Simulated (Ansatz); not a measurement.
CdI₂:
```cif
data_Cd3I6
_chemical_formula_sum 'Cd3 I6'
_space_group_name_H-M_alt 'P 1'
_space_group_IT_number 1
_cell_length_a 20.11424
_cell_length_b 20.11424
_cell_length_c 20.11424
_cell_angle_alpha 11.881
_cell_angle_beta 11.881
_cell_angle_gamma 11.881
loop_
_space_group_symop_operation_xyz
  'x, y, z'
loop_
_atom_site_label
_atom_site_type_symbol
_atom_site_fract_x
_atom_site_fract_y
_atom_site_fract_z
_atom_site_occupancy
Cd1 Cd 0.55554 0.55554 0.55554 1
Cd2 Cd 0.44446 0.44446 0.44446 1
Cd3 Cd 0.00000 0.00000 0.00000 1
I1 I 0.63843 0.63843 0.63843 1
I2 I 0.36157 0.36157 0.36157 1
I3 I 0.86065 0.86065 0.86065 1
I4 I 0.13935 0.13935 0.13935 1
I5 I 0.74955 0.74955 0.74955 1
I6 I 0.25045 0.25045 0.25045 1
```

Relaxed with LDA. LDA in the plane-wave PAW code Ansatz gives a gap of 2.12 eV.

**Question.** What gap does HSE06 give on the same cell (Ansatz, PAW)?

**Answer.** 3.26 eV, 1.14 eV more. The hybrid was solved on a coarser mesh and at special points; the gap given is the minimum over both.

Cost on shared cores: the LDA run (SCF on a 8×8×8 mesh, then bands and DOS) around 11 core-minutes (rough), the HSE06 run (SCF on 5×5×5, then a few points) roughly 30 core-minutes; the tasks are unlike.

Space group R-3m. The workflow started from a Materials Project entry (that database holds measured and hypothetical structures alike); the Crystallography Open Database files this formula in space group No. 166, but the cells were not matched. Whether it is the stable phase at ambient conditions was not checked. The LDA relaxation kept the symmetry of its start; whether a distortion lowers the energy is not shown. A crystal of weakly bound layers computed without a dispersion correction: the cell and the soft elastic constants depend strongly on that. Spin–orbit coupling is left out wherever it is not named.

Potentials: the later of the program's two PAW sets.
